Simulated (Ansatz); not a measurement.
# Profile along the Hf–O line in SrHfO3 (cubic perovskite)

SrHfO3 (cubic perovskite)

```cif
data_HfO3Sr
_chemical_formula_sum 'Sr1 Hf1 O3'
_space_group_name_H-M_alt 'Pm-3m'
_space_group_IT_number 221
_space_group_name_Hall '-P 4 2 3'
_cell_length_a 4.10580
_cell_length_b 4.10580
_cell_length_c 4.10580
_cell_angle_alpha 90.000
_cell_angle_beta 90.000
_cell_angle_gamma 90.000
loop_
_atom_site_label
_atom_site_type_symbol
_atom_site_symmetry_multiplicity
_atom_site_Wyckoff_symbol
_atom_site_fract_x
_atom_site_fract_y
_atom_site_fract_z
_atom_site_occupancy
Sr1 Sr 1 b 0.50000 0.50000 0.50000 1
Hf1 Hf 1 a 0.00000 0.00000 0.00000 1
O1 O 3 d 0.00000 0.00000 0.50000 1
```

Fields along a shortest Hf–O line of a {100} plane (2.05 Å), from Hf to O, interpolated on the slice's grid (step about 0.1 Å). Level of theory: PBEsol (plane waves to 420 eV, PAW, scalar-relativistic; Ansatz, an electronic-structure program). k mesh 8×8×8. Inside the PAW spheres the values are not all-electron values, and peaks at nuclei hang on which shells count as valence. Spin-orbit coupling is left out, though Hf is heavy. SrHfO3 is run without spin polarisation. SrHfO3 was relaxed with its symmetry unable to fall.

```csv
distance from Hf (Å),valence electron density (e/Å³),electron localisation function,density of the highest valence band (e/Å³),density of the lowest conduction band (e/Å³)
0.00,35.54,x,0.000,0.001
0.10,33.97,x,0.002,0.002
0.20,29.67,x,0.007,0.002
0.31,23.66,x,0.012,0.003
0.41,17.22,0.85,0.015,0.003
0.51,11.45,0.85,0.013,0.002
0.61,6.99,0.80,0.009,0.002
0.72,3.96,0.67,0.005,0.001
0.82,2.15,0.46,0.004,0.001
0.92,1.23,0.26,0.007,0.001
1.02,0.84,0.18,0.014,0.001
1.13,0.78,0.29,0.025,0.001
1.23,0.93,0.52,0.043,0.002
1.33,1.31,0.74,0.069,0.003
1.44,1.98,0.82,0.103,0.006
1.54,3.06,0.82,0.138,0.010
1.64,4.46,0.76,0.155,0.014
1.74,5.85,x,0.138,0.020
1.84,6.89,x,0.086,0.024
1.95,7.47,x,0.028,0.027
2.05,7.63,x,0.002,0.028
```

x: too close to a nucleus for the ELF to mean much. Band densities are of whole bands, smooth part only.

Density on the Hf–O line (2.05 Å) at its density minimum, 1.1 Å from Hf: 0.78 e/Å³. ELF at that point: 0.2. Element round which the density of the highest valence band (whole band, smooth part) is largest on this plane: O.
